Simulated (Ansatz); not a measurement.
TiSi$_{2}$ in space group Cmcm (No. 63; Si on 4c, Si on 4c, Ti on 4c) at seven volumes, the program Ansatz at the r²SCAN level (PAW), shape and atoms relaxed at each. One row is withheld.

```tsv
V (Å³/atom)	P (GPa)
12.886	15.05
13.311	9.20
13.736	?
14.160	0.00
14.585	-3.59
15.010	-6.69
15.435	-9.32
```

Q: Fit the shown pressures and predict the withheld one.

A: P = (3/2)B₀(x^(7/2) − x^(5/2))[1 + (3/4)(B′ − 4)(x − 1)] with x = (V₀/V)^(2/3). Least squares on the six rows gives V₀ = 14.161 Å³/atom, B₀ = 130 GPa, B′ = 4.30. At V = 13.736, x = 1.0205 and P = 4.23 GPa. The run itself gave 4.23 GPa.

The r²SCAN relaxation kept the symmetry of its start. No spin polarisation was allowed.

Potentials: the later of the program's two PAW sets.
